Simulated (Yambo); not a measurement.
AgNO3 (space group R3c, No. 161): one transition space (4×4×4 mesh, 20 valence and 6 conduction bands, Tamm-Dancoff) with different kernels in Yambo, on PBEsol orbitals; field along x. BSE alone uses the static screening with 87 bands and a 3 Ry block; its scissor and those of RPA and TDDFT come from G0W0, that of the TDHF-type run from bare exchange. Axes are Cartesian, with cell vectors (Å) (2.58, 1.49, 5.44), (-2.58, 1.49, 5.44), (0.00, -2.97, 5.44).

```
kernel                                                    scissor (eV)  direct gap with it (eV)  lowest state (eV)
--------------------------------------------------------  ------------  -----------------------  -----------------
BSE (screened electron-hole attraction)                           2.47                     4.37                  …
RPA (no attraction)                                               2.47                     4.37        4.37 (weak)
TDHF-type (unscreened attraction, exchange-only scissor)         10.27                    12.17                  …
```

Task: Complete the blanks.

Result: 
- BSE (screened electron-hole attraction), lowest state (eV): 3.04 (dark)
- TDHF-type (unscreened attraction, exchange-only scissor), lowest state (eV): 4.82 (dark)

RPA leaves the lowest state at the direct gap: no bound exciton. These are vertical excitations (zero momentum); the indirect quasiparticle gap, about 4.08 eV, is smaller than the direct one (4.37 eV on the GW mesh). Spin singlets only. Strong means a line over 3 % of the spectrum's maximum, dark under 0.03 %. Absolute energies carry the error of the G0W0 scissor, whose convergence isn't established; the long-wavelength screening was taken along (1,1,1) although the crystal is anisotropic. On a 2×2×2 mesh the BSE binding is 1.24 eV.

Spin-orbit coupling is not included.

Geometry of the Materials Project entry, not relaxed at this level; primitive cell a = b = c = 6.202 Å, α = β = γ = 49.09°.

The structure is a Materials Project entry; no match was found in the copy of COD used, and its stability was not checked.
